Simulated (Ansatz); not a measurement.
A geometry of TiC away from equilibrium: step 2 of the relaxation of a relaxed TiC cell displaced along its unstable phonon at q = (½, 0, 0) of its primitive reciprocal cell (303i cm⁻¹), largest move 0.15 Å. Calculation: PBE (plane waves to 420 eV, PAW, scalar-relativistic; Ansatz, an electronic-structure program). Γ-centred k-mesh 6×12×11 on the run's cell (coarser than for final values), Fermi–Dirac smearing 0.05 eV.

```xyz
4
Lattice="5.2353 0.0000 0.0000 0.0000 2.6328 0.0000 0.0000 0.0000 2.9036" Properties=species:S:1:pos:R:3 pbc="T T T"
C      1.3088     1.3164     1.4518
C      3.9265     1.3164     1.4518
Ti     0.0000     0.2453     0.0000
Ti     2.6177    -0.2453     0.0000
```

Task: Which atoms carry the largest force, and which way does it point?

Result: 1.54 eV/Å, on Ti3, Ti4 (atoms numbered as listed); on Ti3 its components are (0.00, 1.54, 0.00).

Task: What is the pressure?

Result: -0.8 GPa, compression positive.

Task: How much energy per atom can still be gained by relaxing?

Result: 0.20 eV/atom; the path ends in Pmma (No. 51).

No spin polarisation in the result.

The run could not lose the symmetry of its start, so the end can be a saddle point.

The end of the path is a generated cell of TiC: the first start was made by placing the elements on the sites of a structure type, and the end was not matched to a known phase here, so it may be hypothetical. Known forms of TiC include space group No. 225.
